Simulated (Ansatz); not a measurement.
Is this Be2S5 structure a true minimum?

The cell was found from a proposed guess, not taken from experiment.

All numbers below come from DFT PBE, scalar-relativistic, plane waves, PAW (Ansatz). Plane waves to 420 eV, a k mesh through Γ of 6×6×4 on the computed 14-atom cell and Gaussian smearing (0.02 eV); no spin polarisation.

The cell below (14 atoms, space group P3m1 (No. 156)) is relaxed within its symmetry.

```yaml
crystal:
  lattice:
    - [6.93380, 0.00000, 0.00000]
    - [-3.46690, 6.00485, 0.00000]
    - [0.00000, 0.00000, 9.64625]
  atoms:
    - { symbol: Be, position: [0.00000, 0.00000, 0.99724] }
    - { symbol: Be, position: [0.49991, 0.50009, 0.99317] }
    - { symbol: Be, position: [0.00017, 0.50009, 0.99317] }
    - { symbol: Be, position: [0.49991, 0.99983, 0.99317] }
    - { symbol: S, position: [0.16659, 0.83341, 0.00052] }
    - { symbol: S, position: [0.16659, 0.33317, 0.00052] }
    - { symbol: S, position: [0.66683, 0.83341, 0.00052] }
    - { symbol: S, position: [0.66667, 0.33333, 0.98084] }
    - { symbol: S, position: [0.48940, 0.51060, 0.58298] }
    - { symbol: S, position: [0.17727, 0.35454, 0.49063] }
    - { symbol: S, position: [0.02120, 0.51060, 0.58298] }
    - { symbol: S, position: [0.48940, 0.97880, 0.58298] }
    - { symbol: S, position: [0.17727, 0.82273, 0.49063] }
    - { symbol: S, position: [0.64546, 0.82273, 0.49063] }
```

For the test it was strained at random (σ = 1.5 % a component), the atoms were moved at random (σ = 0.10 Å), and all was relaxed again on a coarse 3×3×2 mesh (in the run’s order of axes) with 0.10 eV smearing, with no symmetry imposed.

No dispersion correction is applied, so the spacing and binding between layers, chains or molecules are poorly described.

Problem. Is the structure stable against such a distortion?

Solution. It doesn't return. The energy falls by 11 meV/atom on that mesh, the volume changes by -4.5 %, and the end has space group P1 (No. 1) at a loose tolerance. Relaxed again on a 4×4×4 mesh with 0.02 eV smearing, the new structure lies 11 meV/atom below the first (mesh in the axes of the run's cell; the cell below is made exact in the group named). Space group P1 (No. 1), triclinic, a = 6.851 Å, b = 6.865 Å, c = 10.127 Å, α = 71.9°, β = 83.4°, γ = 60.3°. Be on its first site has 3 S at 2.00 Å; Be on its second site has 3 S at 2.00 Å; around Be on its third site lie 3 S at 2.00 Å; S on its first site is surrounded by 3 Be at 2.00 Å; 10 more sites not described.

```
CELL_PARAMETERS angstrom
6.85106 0.00000 0.00000
3.40448 5.96111 0.00000
1.16554 2.96257 9.61378
ATOMIC_POSITIONS crystal
Be 0.99945 0.04016 0.02056
Be 0.49964 0.53746 0.02114
Be 0.49781 0.04374 0.01350
Be 0.99914 0.54278 0.01046
S 0.16289 0.22396 0.98357
S 0.66801 0.19220 0.04692
S 0.16662 0.69713 0.03798
S 0.66336 0.71843 0.99541
S 0.55856 0.73339 0.61745
S 0.63585 0.61457 0.44273
S 0.42854 0.46922 0.45396
S 0.03389 0.88277 0.57391
S 0.11120 0.76325 0.39949
S 0.24172 0.02760 0.56294
```
